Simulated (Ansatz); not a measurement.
Data sheet: Li (DFT)

Li:
```xyz
3
Lattice="1.5279 0.8821 7.4991 -1.5279 0.8821 7.4991 0.0000 -1.7643 7.4991" Properties=species:S:1:pos:R:3 pbc="T T T"
Li     0.0000     0.0000    17.4975
Li     0.0000     0.0000     4.9999
Li     0.0000     0.0000     0.0000
```

Space group R-3m (No. 166), 9R (Sm type); conventional cell a = b = 3.0558 Å, c = 22.4974 Å, α = β = 90.00°, γ = 120.00°.

Method: DFT-PBEsol in the program Ansatz with PAW potentials. Geometry: relaxed at this level of theory. Other levels are named where they apply.

**Cell and energy**

```json
{
  "volume_per_atom": "20.21 Å³",
  "density": "0.57 g/cm³"
}
```

**Electronic structure**

```json
{
  "electronic_character": "metallic (no gap)",
  "Density of states at the Fermi level": "0.52 states/eV per atom (mean over ±0.08 eV)"
}
```

**Mechanics**

```json
{
 "Bulk modulus (Birch–Murnaghan fit)": "13.6 GPa",
 "Pressure derivative B′": "3.3",
 "Elastic constants (relaxed ions, GPa)": "C11 = 22.0, C12 = 12.4, C13 = 6.3, C14 = 1.5, C33 = 28.5, C44 = 4.8",
 "mechanical_stability": "stable (all eigenvalues of C positive)",
 "hill_bulk_and_shear_moduli": "13.6 and 5.5 GPa",
 "Young's modulus": "14.6 GPa",
 "Poisson's ratio": "0.32",
 "debye_temperature_from_the_elastic_constants": "381 K"
}
```

**Phonons**

```json
{
 "highest_zone_centre_frequency": "8.46 THz",
 "zone_centre_stability": "no imaginary mode at Γ"
}
```

The workflow started from a Materials Project entry (that database holds measured and hypothetical structures alike); the Crystallography Open Database files this formula in space group No. 166, but the cells were not matched. It is not the phase usual at ambient conditions (space group No. 229). The PBEsol relaxation kept the symmetry of its start. As this level gives no gap, shear constants depend on the k-mesh and smearing (Fermi–Dirac, 0.1 eV here). As this level gives no gap, phonon frequencies hold no LO–TO term and depend on the k-mesh and smearing (Fermi–Dirac, 0.1 eV here). Axis ratios of metals converge slowly with the k-mesh, so a and c are less sure than the volume.

Potentials: the later of the program's two PAW sets.
